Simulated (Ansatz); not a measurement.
Polymorphs of Re2B, each relaxed with PBE in the plane-wave PAW code Ansatz:

A: P4/nmm
a = b = 3.5383 Å, c = 5.9750 Å, α = β = γ = 90.00°

```
atom  site  symmetry       x       y       z
----  ----  --------  ------  ------  ------
Re      2a      -4m2  0.0000  0.0000  0.0000
Re      2c       4mm  0.5000  0.0000  0.3493
B       2c       4mm  0.0000  0.5000  0.2884
```

B: P6_3/mmc
a = 4.175 Å, b = 4.175 Å, c = 4.902 Å, α = 90.00°, β = 90.00°, γ = 120.00°

```tsv
atom	site	symmetry	x	y	z
B	2c	-6m2	0.3333	0.6667	0.2500
Re	2a	-3m.	0.0000	0.0000	0.0000
Re	2d	-6m2	0.6667	0.3333	0.2500
```

Task: Rank these by energy per atom at 0 K (lowest first), as PBE gives it.

Result: A (+0 meV/atom), B (+279 meV/atom)

Constructed cells (a structure type filled with these elements, in neither database checked): A; B. All cells were relaxed under the symmetry of their starts (and spin orders); stability against distortions was not tested throughout. Rows with no word on spin ran without spin polarisation. Spin–orbit coupling is left out wherever it is not named.

Energies hold the estimated change up to a 700 eV cutoff; steps of a few meV lie near the error of the meshes.

Potentials: the earlier of the program's two PAW sets.
